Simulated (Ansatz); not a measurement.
Al$_{2}$Pt: levels along high-symmetry lines

```yaml
crystal:
  lattice:
    - [0.00000, 2.95500, 2.95500]
    - [2.95500, 0.00000, 2.95500]
    - [2.95500, 2.95500, 0.00000]
  atoms:
    - { symbol: Al, position: [0.25000, 0.25000, 0.25000] }
    - { symbol: Al, position: [0.75000, 0.75000, 0.75000] }
    - { symbol: Pt, position: [0.00000, 0.00000, 0.00000] }
```

Atom numbers follow the list: Al1, Al2, Pt3.

The cell is COD entry 9009032, as deposited and not checked against the literature; nothing was relaxed.

No spin–orbit coupling, which matters for the heavy atoms here.

All numbers below come from DFT, PBE, all-electron LAPW, scalar-relativistic (Ansatz 0.2.0).

The runs use a Γ-centred 10×10×10 k mesh, Fermi–Dirac smearing of 0.05 eV, basis error target 1 meV/atom, no spin polarisation.

Points in fractions of the reciprocal vectors of this cell: Γ (0, 0, 0), X (0.5, 0, 0.5), U (0.625, 0.25, 0.625), K (0.375, 0.375, 0.75), L (0.5, 0.5, 0.5), W (0.5, 0.25, 0.75). The path joins them by straight lines in the order Γ–X–U–K–Γ–L–W–X; legs that retrace an earlier one aren't tabulated. Energies are in eV from the Fermi level.

(1) Is there a gap?

(2) List the levels between -20 and 6 eV at the symmetry points.

Answers

(1) none: bands cross the Fermi level, a metal.

(2) 
Γ: -10.22, -5.04 (×3), -3.69 (×2), 2.97, 3.84 (×3), 5.42 (×3)
X: -6.26, -6.08, -5.82, -3.77 (×2), -3.40, -3.19, -1.59 (×2), 3.16, 3.40
U: -6.45, -5.91, -5.56, -4.30, -3.95, -3.63, -3.04, -1.99, -0.60, 3.32, 5.43
K: -6.45, -5.91, -5.56, -4.30, -3.95, -3.63, -3.04, -1.99, -0.60, 3.32, 5.43
L: -7.89, -6.09, -4.72 (×2), -3.69, -3.46 (×2), 1.03 (×2), 3.78, 5.17 (×2), 5.40
W: -6.00 (×2), -5.38, -5.08, -3.77, -3.25, -2.77 (×2), -0.87, 5.21 (×2)
